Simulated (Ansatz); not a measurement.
Ca: one input, then a changed one

The cell comes from COD entry 9008489, which wasn't checked; take it as a given geometry. It was measured hot, at 723 K. The listed cell was then made from it by scaling, straining or moving an atom.

First run: DFT, PBEsol, all-electron LAPW, scalar-relativistic (Ansatz 0.2.0).

Command: `ansatz run input.yaml --threads 1 --pin off --max-ram 2048MiB --backend cpu --events-out ev --progress --plain --runs-dir out` The run took about 14 s on 1 thread of a shared machine.

```yaml
crystal:
  lattice:
    - [4.0834225607, 0.0, 0.0]
    - [-2.0417112803, 3.536347672, 0.0]
    - [0.0, 0.0, 6.6894259034]
  atoms:
    - { symbol: Ca, position: [0.3333333333, 0.6666666667, 0.25] }
    - { symbol: Ca, position: [0.6666666667, 0.3333333333, 0.75] }
kpoints:
  mp_grid: { grid: [10, 10, 5] }
scf:
  occupations: { method: fermi_dirac, width: 0.05 }
hamiltonian:
  xc: pbesol
  pseudopotentials: { kind: all_electron, lapw: { basis_error: 0.001 } }
output:
  forces: true
  stress: true
relax:
  f_tol: 0.005
  max_steps: 80
  cell: {}
```

Result: converged; relaxed volume 40.769 Å³/atom; 28 SCF iterations in all.

The input is then changed:

```diff
@@ -8,7 +8,8 @@
     - { symbol: Ca, position: [0.6666666667, 0.3333333333, 0.75] }
 kpoints:
-  mp_grid: { grid: [10, 10, 5] }
+  mp_grid: { grid: [10, 10, 5], shift: [0.5, 0.5, 0.5] }
 scf:
   occupations: { method: fermi_dirac, width: 0.05 }
+  n_extra_bands: 8
 hamiltonian:
   xc: pbesol
```

Question: What does the second run give?

Answer: It converged; energy at zero smearing +1.8 meV/atom from the first run; relaxed volume 40.754 Å³/atom; 28 SCF iterations in all.
